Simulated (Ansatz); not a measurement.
A geometry of Pt away from equilibrium: step 2 of the relaxation of a relaxed Pt cell displaced along its unstable phonon at q = (½, ½, 0) of its primitive reciprocal cell (38i cm⁻¹), largest move 0.15 Å. Computed with PBE (plane waves to 420 eV, PAW, scalar-relativistic; Ansatz, a first-principles code). Γ-centred k-mesh 12×12×12 on the run's cell (coarser than for final values), Fermi–Dirac smearing 0.05 eV. The plane waves were selected for a different cell earlier on the path.

```
CELL_PARAMETERS angstrom
      5.11884     0.00000     0.00000
      2.55942     2.55942     0.00000
      0.00000     0.00000     2.65873
ATOMIC_POSITIONS crystal
  Pt 0.00000 0.00000 0.10439
  Pt 0.50000 0.00000 0.89561
```

### Question
Give the Cartesian forces on all atoms (eV/Å).

### Answer
```tsv
atom	Fx	Fy	Fz
Pt1	0.00	0.00	0.83
Pt2	0.00	0.00	-0.83
```

The path ends in I4/mmm (No. 139) (AFLOW prototype A_tI2_139_a (A_a)). No spin polarisation in the result.

The run could not lose the symmetry of its start: the end is stationary, and may be a saddle point rather than a minimum.

The end of the path is a generated cell of Pt: the first start was made by placing the elements on the sites of a structure type, and the end was not matched to a known phase here, so it may be hypothetical. Known forms of Pt include space group No. 225.
